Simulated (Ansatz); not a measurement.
All numbers below come from DFT PBE, scalar-relativistic, plane waves, PAW (Ansatz 0.2.0). Cutoff 420 eV, Γ-centred meshes of about 0.25 Å⁻¹ or finer for metals and 0.3 Å⁻¹ for insulators (2π included), Gaussian smearing. No spin polarisation.

Relaxed structures of Rb3NaO2, with energies over the first row. Coordination counts O atoms around Na and Rb (those within 1.25 times the shortest such distance or 1.15 times the sum of covalent radii; a plus sign parts nearer from farther groups; the shortest distance is added where it is long for a bond; a slash parts the counts of unlike sites).

| # | form | sites | V (Å³/atom) | coordination | ΔE (meV/atom) |
| --- | --- | --- | --- | --- | --- |
| 1 | Pm | Rb 1b, 1a, 1a; Na 1b; O 1a, 1b | 26.8 | Rb 2+1/3, Na 3 | 0 |
| 2 | P-4m2 | Rb 1b, 1a, 1c; Na 1d; O 2g | 24.3 | Rb 4, Na 4 from 2.8 Å | 54 |
| 3 | Cmmm | Rb 2b, 4f; Na 2a; O 4i | 29.0 | Rb 2/4, Na 2 | 123 |
| 4 | P-3m1 | Rb 2d, 1b; Na 1a; O 2c | 34.5 | Rb 2/3, Na 2 | 124 |

A further structure, relaxed alike:

```
Rb Na O
1.0
    -2.95522    2.95522    4.92253
     2.95522   -2.95522    4.92253
     2.95522    2.95522   -4.92253
Rb Na O
3 1 2
Cartesian
  0.0000 0.0000 4.9225
  0.0000 2.9552 2.4613
  2.9552 0.0000 2.4613
  0.0000 0.0000 0.0000
  0.0000 0.0000 2.1693
  0.0000 0.0000 7.6758
```

Problem. Where does it fall in the ranking, and at what energy?

Solution. It falls between rows 2 and 3, 97 meV/atom above row 1, with space group I4/mmm (No. 139) and 28.7 Å³/atom. Counting O atoms around Na and Rb, this cell has Rb 2/4, Na 2 and row 1 has Rb 2+1/3, Na 3. Rb on a site of symmetry 4/mmm has 2 O at 2.75 Å, 8 Rb at 3.85 Å and 4 Na at 4.18 Å; around Rb on a site of symmetry -4m2 lie 4 O at 2.97 Å, 4 Na at 3.85 Å, 4 Rb at 3.85 Å and 4 Rb at 4.18 Å; around Na lie 2 O at 2.17 Å, 8 Rb at 3.85 Å and 4 Rb at 4.18 Å; O is surrounded by 1 Na at 2.17 Å, 1 Rb at 2.75 Å and 4 Rb at 2.97 Å.

Trial moments fell under 0.15 μB along the way in I4/mmm, Cmmm and P-3m1; another start might hold them. With atoms moved at random, row 2 (by 55 meV/atom) fell into a lower structure and row 1 came back. Row 3, row 4 and the further cell had no clear such test and can be saddle points.
